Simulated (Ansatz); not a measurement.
All numbers below come from DFT PBE, scalar-relativistic, plane waves, PAW, and for the lanthanide a 4f-in-core norm-conserving potential (Ansatz 0.2.0). Settings: cutoff 630 eV, Γ-centred meshes spaced at most about 0.3 Å⁻¹, and about 0.25 Å⁻¹ or finer for metals (2π included), Gaussian smearing. No spin polarisation in the final relaxations.

These are static total energies at zero pressure.

Two relaxed structures of Dy3O2:

A.

```xyz
10
Lattice="3.4128 0.0000 0.0000 -1.7064 2.9556 0.0000 0.0000 0.0000 17.5341" Properties=species:S:1:pos:R:3 pbc="T T T"
Dy    0.0000    0.0000    4.3835
Dy    0.0000    0.0000   13.1506
Dy    0.0000    1.9704   16.0254
Dy    1.7064    0.9852    7.2584
Dy    0.0000    1.9704   10.2757
Dy    1.7064    0.9852    1.5087
O     0.0000    1.9704    3.0071
O     1.7064    0.9852   11.7742
O     0.0000    1.9704    5.7599
O     1.7064    0.9852   14.5270
```

B.

```xyz
5
Lattice="4.6203 0.0000 0.0000 0.0000 4.6203 0.0000 0.0000 0.0000 4.6203" Properties=species:S:1:pos:R:3 pbc="T T T"
Dy    0.0000    2.3102    2.3102
Dy    2.3102    0.0000    2.3102
Dy    2.3102    2.3102    0.0000
O     2.3102    2.3102    2.3102
O     0.0000    0.0000    0.0000
```

Question: Which is lower in energy, and by how much?

Answer: A is lower, by 1.21 eV/atom. A has space group P6_3/mmc (No. 194), 17.7 Å³/atom and no gap on its mesh; B has space group Pm-3m (No. 221), 19.7 Å³/atom and no gap. Counting O atoms around Dy (those within 1.25 times the shortest such distance or 1.15 times the sum of covalent radii, 1.27 where that leaves under three; a plus sign parts nearer from farther groups; a slash parts the counts of unlike sites), A has Dy 3/6 and B has Dy 2+4. The denser one is the lower, and pressure would at first widen the difference. Both come from invented guesses.

In Pm-3m an odd number of valence electrons (the lanthanide is held trivalent, its 4f shell in the core) allows no gap without spin; another valence of the lanthanide, a larger cell or a magnetic state could open one. A magnetic state wasn't ruled out in cells without spin, among them Pm-3m. Cells relaxed within their symmetry can be saddle points.

The lanthanide is trivalent by construction, without f bands, f moments or other valences.
